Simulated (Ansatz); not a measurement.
WI₂O₂:
```yaml
crystal:
  lattice:
    - [-1.90981, 1.90981, 9.22700]
    - [1.90981, -1.90981, 9.22700]
    - [1.90981, 1.90981, -9.22700]
  atoms:
    - { symbol: W, position: [0.00000, 0.00000, 0.00000] }
    - { symbol: I, position: [0.14764, 0.14764, 0.00000] }
    - { symbol: I, position: [0.85236, 0.85236, 0.00000] }
    - { symbol: O, position: [0.50000, 0.00000, 0.50000] }
    - { symbol: O, position: [0.00000, 0.50000, 0.50000] }
```

Relaxed with PBE.

Question: Which orbitals make up the states near the Fermi level in plane-wave PAW PBE (Ansatz code)?

Answer: Within 0.5 eV of the Fermi level: I 5p 83 %, W 5d 14 %. Projections are on Löwdin-orthogonalised atomic valence shells; empty p or d shells of many metals are not among them.

Question: Tabulate the density of states.

Answer: States/eV per cell of 5 atoms, in 0.25 eV bins, energy from the Fermi level.

| E (eV) | total | I 5p | O 2p | W 5d |
|---|---|---|---|---|
| -7.85 | 1.08 | 0.00 | 0.72 | 0.27 |
| -7.60 | 0.88 | 0.00 | 0.60 | 0.20 |
| -7.35 | 0.75 | 0.00 | 0.52 | 0.16 |
| -7.10 | 0.72 | 0.00 | 0.51 | 0.14 |
| -6.85 | 0.77 | 0.00 | 0.54 | 0.16 |
| -6.60 | 1.22 | 0.00 | 0.82 | 0.33 |
| -6.35 | 1.24 | 0.00 | 0.85 | 0.32 |
| -6.10 | 1.17 | 0.00 | 0.82 | 0.30 |
| -5.85 | 1.30 | 0.01 | 0.93 | 0.31 |
| -5.60 | 4.10 | 0.27 | 2.40 | 1.36 |
| -5.35 | 4.17 | 0.26 | 2.53 | 1.31 |
| -5.10 | 3.55 | 0.19 | 2.33 | 0.94 |
| -4.85 | 3.74 | 0.27 | 2.55 | 0.83 |
| -4.60 | 2.95 | 0.23 | 2.14 | 0.48 |
| -4.35 | 3.20 | 0.54 | 2.00 | 0.49 |
| -4.10 | 4.32 | 1.58 | 1.56 | 0.83 |
| -3.85 | 7.07 | 2.81 | 2.13 | 1.42 |
| -3.60 | 2.03 | 0.46 | 1.12 | 0.33 |
| -3.35 | 1.52 | 0.14 | 1.25 | 0.10 |
| -3.10 | 1.58 | 0.21 | 1.28 | 0.07 |
| -2.85 | 2.47 | 0.73 | 1.65 | 0.05 |
| -2.60 | 3.84 | 2.25 | 1.50 | 0.05 |
| -2.35 | 5.89 | 4.49 | 1.16 | 0.17 |
| -2.10 | 5.00 | 3.72 | 1.06 | 0.16 |
| -1.85 | 6.95 | 5.44 | 1.05 | 0.38 |
| -1.60 | 4.72 | 3.55 | 0.74 | 0.40 |
| -1.35 | 4.16 | 3.02 | 0.32 | 0.79 |
| -1.10 | 4.67 | 3.47 | 0.61 | 0.55 |
| -0.85 | 3.56 | 2.79 | 0.45 | 0.29 |
| -0.60 | 1.31 | 1.24 | 0.04 | 0.02 |
| -0.35 | 1.84 | 1.70 | 0.02 | 0.11 |
| -0.10 | 1.60 | 1.44 | 0.03 | 0.13 |
| 0.15 | 0.27 | 0.09 | 0.03 | 0.15 |
| 0.40 | 0.23 | 0.01 | 0.04 | 0.18 |
| 0.65 | 2.72 | 1.14 | 0.16 | 1.39 |
| 0.90 | 4.20 | 1.76 | 0.31 | 2.08 |
| 1.15 | 1.45 | 0.14 | 0.32 | 0.95 |
| 1.40 | 1.35 | 0.08 | 0.35 | 0.88 |
| 1.65 | 1.35 | 0.05 | 0.39 | 0.87 |
| 1.90 | 1.47 | 0.04 | 0.46 | 0.93 |
| 2.15 | 1.74 | 0.07 | 0.55 | 1.07 |
| 2.40 | 2.47 | 0.19 | 0.71 | 1.43 |
| 2.65 | 4.45 | 0.34 | 1.33 | 2.52 |
| 2.90 | 2.67 | 0.52 | 0.48 | 1.37 |
| 3.15 | 3.00 | 0.87 | 0.30 | 1.39 |
| 3.40 | 2.46 | 0.76 | 0.26 | 1.06 |
| 3.65 | 1.35 | 0.37 | 0.20 | 0.59 |
| 3.90 | 0.37 | 0.00 | 0.14 | 0.20 |
| 4.15 | 0.28 | 0.00 | 0.11 | 0.15 |
| 4.40 | 0.03 | 0.00 | 0.00 | 0.02 |
| 4.65 | 0.17 | 0.00 | 0.00 | 0.11 |

Space group I4/mmm. The workflow started from an entry of the Crystallography Open Database (COD); the relaxed space group is not among those it files for this formula. COD files the formula under space group No. 71, so this cell is another polymorph or a model. Whether it is the stable phase at ambient conditions was not checked. The PBE relaxation kept the symmetry of its start; its stability against distortions is not shown here. No spin polarisation was allowed. No Hubbard U is applied. A crystal of weakly bound layers computed without a dispersion correction: the cell and the soft elastic constants depend strongly on that. Spin–orbit coupling is left out wherever it is not named.

Potentials: the later of the program's two PAW sets.
